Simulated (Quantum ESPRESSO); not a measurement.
## Zr2TiF4O4 (convergence and cost over cutoff and k mesh)

A calculation, not a measurement. The program is pw.x of Quantum ESPRESSO 7.5 (plane-wave density functional theory). The cell is made up: 11 atoms on a fluorite lattice with one site empty, with randomly drawn elements, strain and displacements, not relaxed. PseudoDojo standard norm-conserving files (v0.5 for PBE, v0.4.1 for LDA and PBEsol) set the functional; there is no spin polarisation, spin-orbit coupling or dispersion term, and the masses in the input are unused placeholders.

Input of the run in row 2:

```
&control calculation='scf', pseudo_dir='./dojo.nc.sr.pbe.v0_5.standard.upf', outdir='./o', disk_io='low', tprnfor=.true., tstress=.true. /
&system ibrav=0, nat=11, ntyp=4, nbnd=50, ecutwfc=84.00895049, nosym=.true., tot_charge=0,
 occupations='smearing', smearing='fd', degauss=0.0018374661
/
&electrons conv_thr=7.350e-09, electron_maxstep=60, /
ATOMIC_SPECIES
F 1.0 F.upf
O 1.0 O.upf
Ti 1.0 Ti.upf
Zr 1.0 Zr.upf
CELL_PARAMETERS angstrom
5.0855 -0.0461 0.006
-0.0461 5.0681 -0.0766
0.006 -0.0766 5.0349
ATOMIC_POSITIONS angstrom
Zr -0.0659 -0.0928 -0.1742
Zr 2.4427 -0.1653 2.6015
Ti 2.6177 2.5383 0.0851
F 1.344 1.2163 1.387
F 1.3633 1.0759 3.7561
F 1.379 3.8596 1.2956
O 1.1062 3.7063 3.6451
F 3.9702 1.2935 1.2535
O 3.8226 1.2833 3.7109
O 3.6929 3.6704 1.1371
O 3.866 3.6285 3.733
K_POINTS automatic
4 4 4 1 1 1
```

The same cell was run at these settings. Meshes are shifted by half a step, and differences are from the last row, which is itself not exact.

| cutoff (eV) | k mesh | k points solved | threshold (eV) | free energy less the last row's (eV) | pressure (GPa) | largest stress difference (GPa) | largest force difference (eV/Å) | iterations | wall time (s) | k-point pools | processor |
| --- | --- | --- | --- | --- | --- | --- | --- | --- | --- | --- | --- |
| 800 | 2 x 2 x 2 | 4 | 1e-04 | 1.573 | -15.43 | 15.70 | 0.083 | 13 | 13 | 4 | Intel Xeon, 2023 or later |
| 1143 | 4 x 4 x 4 | 32 | 1e-07 | 0.003 | 0.16 | 0.03 | 0.001 | 17 | 93 | 4 | Intel Xeon, 2023 or later |
| 1467 | 6 x 6 x 6 | 108 | 1e-07 | 0.000 | 0.19 | 0.00 | 0.000 | 17 | 497 | 4 | Intel Xeon, 2023 or later |

Each pool is one process. Wall times include start-up and a band step at six k points, which weighs most on the coarsest meshes. The runs were on shared virtual cores whose load varied, so times are rough.